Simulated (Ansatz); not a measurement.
Starting cell, AlBO3 (space group R-3c):

```xyz
10
Lattice="2.2190 1.2811 4.5217 -2.2190 1.2811 4.5217 0.0000 -2.5623 4.5217" Properties=species:S:1:pos:R:3 pbc="T T T"
Al     0.0000     0.0000     6.7825
Al     0.0000     0.0000     0.0000
B      0.0000     0.0000    10.1738
B      0.0000     0.0000     3.3913
O      0.6861     1.3740     5.6521
O     -0.6861    -1.3740     7.9129
O     -1.5330    -0.0929     5.6521
O      1.5330     0.0929     7.9129
O      0.8469    -1.2811     5.6521
O     -0.8469     1.2811     7.9129
```

A phonon eigenvector at Γ is frozen into this cell: atom i moves by Q times the vector below, so Q is the largest atomic displacement, in Å. The cell is held.

```csv
atom,x,y,z
Al1,0.000,0.000,-0.554
Al2,0.000,0.000,-0.554
B3,0.000,0.000,1.000
B4,0.000,0.000,1.000
O5,-0.662,-0.382,0.086
O6,-0.662,-0.382,0.086
O7,0.662,-0.382,0.086
O8,0.662,-0.382,0.086
O9,0.000,0.765,0.086
O10,0.000,0.765,0.086
```

The numbers are results of LDA (plane waves to 420 eV, PAW, scalar-relativistic; Ansatz, a first-principles code), not measurements. k mesh 9×9×9 (Γ-centred), Fermi-Dirac smearing 0.05 eV. Energies are smeared free energies. Stress and pressure are positive under compression. AlBO3 was relaxed with its symmetry unable to fall. ΔE is measured from the undisplaced structure.

Task: What ΔE (meV/cell) and P (GPa) does the calculation give at Q (Å) = -0.280, -0.233, -0.187, -0.140, 0.047, 0.280?

Result: 
```json
[
 {"Q (Å)": "-0.280", "ΔE (meV/cell)": "3973", "P (GPa)": "17.9"},
 {"Q (Å)": "-0.233", "ΔE (meV/cell)": "2657", "P (GPa)": "12.1"},
 {"Q (Å)": "-0.187", "ΔE (meV/cell)": "1647", "P (GPa)": "7.6"},
 {"Q (Å)": "-0.140", "ΔE (meV/cell)": "903", "P (GPa)": "4.2"},
 {"Q (Å)": "0.047", "ΔE (meV/cell)": "97", "P (GPa)": "0.5"},
 {"Q (Å)": "0.280", "ΔE (meV/cell)": "3973", "P (GPa)": "17.9"}
]
```

(For displaced atoms, the force is minus the slope of the energy, and its curvature is a force constant, which sets phonon frequencies.)
